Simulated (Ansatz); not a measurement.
**GaPPt5, first-principles data**

GaPPt5:
```
CELL_PARAMETERS angstrom
      3.91388     0.00000     0.00000
      0.00000     3.91388     0.00000
      0.00000     0.00000     6.88560
ATOMIC_POSITIONS crystal
  Ga 0.50000 0.50000 0.00000
  P  0.00000 0.00000 0.50000
  Pt 0.00000 0.50000 0.29016
  Pt 0.00000 0.50000 0.70984
  Pt 0.50000 0.00000 0.29016
  Pt 0.50000 0.00000 0.70984
  Pt 0.00000 0.00000 0.00000
```

Space group P4/mmm (No. 123); conventional cell a = b = 3.914 Å, c = 6.886 Å, α = β = γ = 90.00°.

Method: r²SCAN in the plane-wave PAW code Ansatz. Geometry: relaxed at this level of theory. Other levels are named where they apply.

### Cell and energy

```
Item                                                          Result
-----------------------------------------------------  -------------
Volume per atom                                             15.07 Å³
Density                                                  16.94 g/cm³
Formation energy from the elements (no fitted shifts)  -0.50 eV/atom
```

### Electronic structure

```
Property                                                                     Value
------------------------------------  --------------------------------------------
Electronic character                                             metallic (no gap)
Density of states at the Fermi level  0.13 states/eV per atom (mean over ±0.08 eV)
```

The first step of the workflow began from a Materials Project structure, measured or hypothetical; the Crystallography Open Database copy checked does not list it. Whether it is the stable phase at ambient conditions was not checked. Symmetry was held in the r²SCAN relaxation; its stability against distortions is not shown here. The run is not spin-polarised. The references are the lowest solids computed at this level, not always the standard phases. Scalar-relativistic: spin–orbit coupling is off unless named, which matters more the heavier the elements.

Potentials: the later of the program's two PAW sets.
